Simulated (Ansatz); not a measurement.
CoSn₂ in space group I4/mcm (No. 140; Co on 4a, Sn on 8h) at seven volumes, LDA (plane waves, PAW; program Ansatz), shape and atoms relaxed at each. One row is withheld.

```tsv
V (Å³/atom)	P (GPa)
15.697	15.24
16.215	?
16.732	4.20
17.250	0.00
17.767	-3.50
18.285	-6.40
18.802	-8.78
```

Question: Fit the shown pressures and predict the withheld one.

Answer: P = (3/2)B₀(x^(7/2) − x^(5/2))[1 + (3/4)(B′ − 4)(x − 1)] with x = (V₀/V)^(2/3). Least squares on the six rows gives V₀ = 17.250 Å³/atom, B₀ = 127 GPa, B′ = 5.09. At V = 16.215, x = 1.0421 and P = 9.20 GPa. The run itself gave 9.23 GPa.

The first step of the workflow began from a Materials Project structure, measured or hypothetical; the Crystallography Open Database files this formula in space group No. 140, but the cells were not matched. Whether it is the stable phase at ambient conditions was not checked. The cell was relaxed with LDA under the symmetry of its start; whether a distortion lowers the energy is not shown. The run is not spin-polarised. Scalar-relativistic: spin–orbit coupling is off unless named, which matters more the heavier the elements.

Potentials: the later of the program's two PAW sets.
